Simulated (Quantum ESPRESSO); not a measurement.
Inputs of pw.x and gipaw.x (a modified build of Quantum ESPRESSO, PBE) for BaSr$_{3}$Te$_{4}$; the starting potential comes from an earlier run on another mesh:

```
&CONTROL
  calculation = 'scf'
  prefix = 'x'
  pseudo_dir = './pseudo'
  outdir = './out'
  tprnfor = .true.
/
&SYSTEM
  ibrav = 0
  nat = 8
  ntyp = 3
  ecutwfc = 40
  ecutrho = 160
  occupations = 'fixed'
  nbnd = 32
/
&ELECTRONS
  conv_thr = 1e-11
  startingpot = 'file'
/
ATOMIC_SPECIES
Ba 137.327 Ba.GGA_PBE-JTH.UPF
Te 127.600 Te.GGA_PBE-JTH.UPF
Sr 87.620 Sr.GGA_PBE-JTH.UPF
CELL_PARAMETERS angstrom
    6.826123369000     0.000000000000     0.000000000000
    0.000000000000     6.826123369000     0.000000000000
    0.000000000000     0.000000000000     6.826123369000
ATOMIC_POSITIONS crystal
Ba     0.000000000000     0.000000000000     0.000000000000
Te     0.500000000000     0.000000000000     0.000000000000
Sr     0.000000000000     0.500000000000     0.500000000000
Te     0.500000000000     0.500000000000     0.500000000000
Sr     0.500000000000     0.000000000000     0.500000000000
Te     0.000000000000     0.000000000000     0.500000000000
Sr     0.500000000000     0.500000000000     0.000000000000
Te     0.000000000000     0.500000000000     0.000000000000
K_POINTS automatic
6 6 6 1 1 1
```

```
&INPUTGIPAW
  job = 'nmr'
  prefix = 'x'
  tmp_dir = './out/'
  restart_mode = 'from_scratch'
  pawproj(1) = .true.
  pawproj(2) = .true.
  pawproj(3) = .true.
  use_nmr_macroscopic_shape = .false.
/
```

The cell was made here from a computed Materials Project entry: one of 4 Sr replaced by Ba, cell and atoms relaxed (PBE without dispersion, pw.x of Quantum ESPRESSO, symmetry kept). The parent is SrTe in Fm-3m; whether this form has been observed was not checked. The swapped cell is a model, not a known phase. Stability against distortions was not tested.

### Question
What does gipaw.x print for the total shieldings?

### Answer
```
     Total NMR chemical shifts in ppm: ---------------------------------------
     (adopting the Simpson convention for anisotropy and asymmetry)-----------

     Atom  1  Ba  pos: (  0.000000  0.000000  0.000000)  Total sigma:        4220.58
          4220.5809          0.0000          0.0000
             0.0000       4220.5809          0.0000
             0.0000         -0.0000       4220.5809

     Ba      1    anisotropy:      0.00    eta:    0.0000

     Atom  2  Te  pos: (  0.500000  0.000000  0.000000)  Total sigma:        2800.32
          3103.4335          0.0000          0.0000
             0.0000       2648.7603          0.0000
            -0.0000         -0.0000       2648.7603

     Te      2    anisotropy:    454.67    eta:    0.0000

     Atom  3  Sr  pos: (  0.000000  0.500000  0.500000)  Total sigma:        2691.00
          2698.3803         -0.0000         -0.0000
            -0.0000       2687.3044         -0.0000
             0.0000         -0.0000       2687.3044

     Sr      3    anisotropy:     11.08    eta:    0.0000

     Atom  4  Te  pos: (  0.500000  0.500000  0.500000)  Total sigma:        3064.18
          3064.1796          0.0000          0.0000
             0.0000       3064.1796         -0.0000
            -0.0000         -0.0000       3064.1796

     Te      4    anisotropy:     -0.00    eta:    0.0000

     Atom  5  Sr  pos: (  0.500000  0.000000  0.500000)  Total sigma:        2691.00
          2687.3044         -0.0000         -0.0000
             0.0000       2698.3803         -0.0000
            -0.0000         -0.0000       2687.3044

     Sr      5    anisotropy:     11.08    eta:    0.0000

     Atom  6  Te  pos: (  0.000000  0.000000  0.500000)  Total sigma:        2800.32
          2648.7603          0.0000          0.0000
             0.0000       2648.7603          0.0000
            -0.0000         -0.0000       3103.4335

     Te      6    anisotropy:    454.67    eta:    0.0000

     Atom  7  Sr  pos: (  0.500000  0.500000  0.000000)  Total sigma:        2691.00
          2687.3044         -0.0000          0.0000
             0.0000       2687.3044          0.0000
            -0.0000          0.0000       2698.3803

     Sr      7    anisotropy:     11.08    eta:    0.0000

     Atom  8  Te  pos: (  0.000000  0.500000  0.000000)  Total sigma:        2800.32
          2648.7603          0.0000          0.0000
             0.0000       3103.4335          0.0000
            -0.0000         -0.0000       2648.7603

     Te      8    anisotropy:    454.67    eta:    0.0000
```
The printed anisotropy is 3/2 (σ_33 − σ_iso) in the program's own order; the axes are left out here. Anisotropies that symmetry doesn't fix are less certain than the isotropic values. σ is an absolute shielding without the bulk-susceptibility term: within one crystal shift differences are minus those of σ, between compounds the missing term differs by several ppm. By our sweeps, such settings leave a few ppm in absolute σ on light atoms and up to some 20 ppm from Zn on. Spin–orbit coupling is left out; its weight grows with the heaviest atom, Ba here. No d partial waves on Te: the paramagnetic term there is incompletely reconstructed. Static lattice: thermal averaging is not included.
